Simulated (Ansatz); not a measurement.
Values for one crystal, relaxed and computed with the program Ansatz at the r²SCAN level (PAW); other levels are named.

| Quantity | Result |
|---|---|
| Volume per atom | 14.77 Å³ |
| Electronic character | metallic (no gap) |
| Density of states at the Fermi level | 0.45 states/eV per atom (mean over ±0.08 eV) |
| Formation energy from the elements (no fitted shifts) | -0.75 eV/atom |

Problem. Which of these materials gives this?
A. ScCo2Si2, I4/mmm (Sc on 2a, Co on 4d, Si on 4e)
B. Nb3As, P4_2/n (Nb on 8g, Nb on 8g, Nb on 8g, As on 8g)
C. Fe11Si5, Pm-3m (Pearson symbol cP16)
D. Nb5Si3B, P6_3/mcm (Nb on 4d, Nb on 6g, Si on 6g, B on 2b)

Solution. D, Nb5Si3B, P6_3/mcm (Nb on 4d, Nb on 6g, Si on 6g, B on 2b)

The workflow started from a Materials Project entry (that database holds measured and hypothetical structures alike); the Crystallography Open Database copy checked does not list it. Whether it is the stable phase at ambient conditions was not checked. Symmetry was held in the r²SCAN relaxation; its stability against distortions is not shown here. The run is not spin-polarised. The references are the lowest solids computed at this level, not always the standard phases. Spin–orbit coupling is left out wherever it is not named.

Potentials: the later of the program's two PAW sets.
